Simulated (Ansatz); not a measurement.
PtS:
```
CELL_PARAMETERS angstrom
      3.69516     0.00000     0.00000
     -1.84758     3.20010     0.00000
      0.00000     0.00000     5.59793
ATOMIC_POSITIONS crystal
  Pt 0.00000 0.00000 0.00000
  Pt 0.00000 0.00000 0.50000
  S  0.33333 0.66667 0.25000
  S  0.66667 0.33333 0.75000
```

Relaxed with r²SCAN.

Problem. Give the Bader charges and basin volumes of the independent atoms, the program Ansatz at the r²SCAN level (PAW).

Solution. 

```json
[
 {"atom": "Pt1", "Bader charge (e)": "+0.28", "Bader volume (Å³)": "16.9"},
 {"atom": "S3", "Bader charge (e)": "-0.28", "Bader volume (Å³)": "16.2"}
]
```

Space group P6_3/mmc (NiAs type). The start of the workflow was typed in or built on a structure type; neither database checked (COD, Materials Project) lists it. COD files the formula under space group No. 131. Its standing as an ambient phase is unchecked. Symmetry was held in the r²SCAN relaxation; its stability against distortions is not shown here. No spin polarisation was allowed. Spin–orbit coupling is left out wherever it is not named.

Potentials: the earlier of the program's two PAW sets.
